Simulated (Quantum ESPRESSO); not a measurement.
# Kohn-Sham bands of AlSb (zinc blende)

```
CELL_PARAMETERS angstrom
      0.00000     3.09252     3.09252
      3.09252     0.00000     3.09252
      3.09252     3.09252     0.00000
ATOMIC_POSITIONS crystal
  Al 0.00000 0.00000 0.00000
  Sb 0.25000 0.25000 0.25000
```

Structure: Materials Project mp-2624, symmetrised, not relaxed again. COD (Crystallography Open Database) has an entry of this formula and space group (matched by these alone). Method: PBE plane waves in Quantum ESPRESSO 7.5 (PseudoDojo norm-conserving files, 64 Ry, no spin polarisation, no spin-orbit coupling), Bloch states on a 8×8×8 mesh through Γ, Wannier90 4.0.1. Density: 8×8×8 mesh, cold smearing 0.01 Ry. Spin-orbit coupling is left out although heavy elements are present.

### Question
List the Kohn-Sham levels between −8 and 4.2 eV relative to the valence-band maximum at the high-symmetry points, as a band run of pw.x on that density gives them (levels within 2 meV counted together).

### Answer
```tsv
point	k (reciprocal lattice)	levels (eV)
Γ	0.000 0.000 0.000	0.00 (×3), 1.41, 3.10 (×3)
X	-0.500 -0.500 0.000	-5.43, -2.14 (×2), 1.26, 1.46
U	-0.375 -0.375 0.250	-5.23, -3.17, -1.80, 1.71, 4.05
K	-0.375 0.000 0.375	-5.23, -3.17, -1.80, 1.71, 4.05
L	0.000 0.000 0.500	-5.32, -0.89 (×2), 1.29, 3.74 (×2)
W	-0.500 -0.250 0.250	-5.21, -2.97, -2.66, 3.96
```
